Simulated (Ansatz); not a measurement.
**zincblende-structured BiS**

The computed numbers are results of PBEsol, scalar-relativistic (no spin polarisation) in the plane-wave PAW code Ansatz at 420 eV, Γ-centred 8×8×8 mesh, 0.05 eV Gaussian smearing. The datasets are Ansatz's generated set soft_2.

```
CELL_PARAMETERS angstrom
0.00000 3.21507 3.21507
3.21507 0.00000 3.21507
3.21507 3.21507 0.00000
ATOMIC_POSITIONS crystal
Bi 0.00000 0.00000 0.00000
S 0.25000 0.25000 0.25000
```

The cell came from substitution into a structure type; whether the compound takes it is for experiment to say.

The cell above was scaled in volume, its shape and atoms being fixed by the lattice's symmetry. Energies are counted from the cell above.

Cell and atoms are those of this level's equilibrium.

| V (Å³/atom) | ΔE (meV/atom) | P from the stress (GPa) |
| --- | --- | --- |
| 31.904 | 7.74 | 2.00 |
| 32.569 | 1.76 | 0.92 |
| 33.233 | 0.00 | -0.04 |
| 33.898 | 2.04 | -0.91 |
| 34.563 | 7.47 | -1.68 |

Do the energies and the pressures agree? Compare −ΔE/ΔV between neighbouring points (1 meV/Å³ = 0.1602 GPa) with the mean of their pressures.

```
interval (Å³/atom)  −ΔE/ΔV (GPa)  mean P (GPa)
    31.90 to 32.57           1.4           1.5
    32.57 to 33.23           0.4           0.4
    33.23 to 33.90          -0.5          -0.5
    33.90 to 34.56          -1.3          -1.3
```
They differ by 0.02 GPa at most.

What do the two routes give for V0, B0 and B0′?

A third-order Birch–Murnaghan fit of the energies: V0 = 33.20 Å³/atom, B0 = 46 GPa, B0′ = 4.4. A polynomial of P in ln V, with B = −dP/d ln V at P = 0: V0 = 33.20 Å³/atom, B0 = 46 GPa, B0′ = 4.4.

B0·V0 = 45.9 GPa × 33.20 Å³ = 9.51 eV/atom sets the scale: near the minimum ΔE ≈ ½ B0 V0 x², with x = V/V0 − 1, and a pressure of 0.5 GPa squeezes the volume by about 1 %. At the ends of the curve: x = −3.9 % predicts 7.2 meV/atom and the run gives 7.7; x = +4.1 % predicts 8.0 meV/atom and the run gives 7.5. The curve is steeper than the parabola on the compressed side and flatter on the expanded side: the bulk modulus rises with pressure.

These numbers lack spin–orbit coupling. The cell is a metal with an odd number of electrons, and spin polarisation wasn't tried.
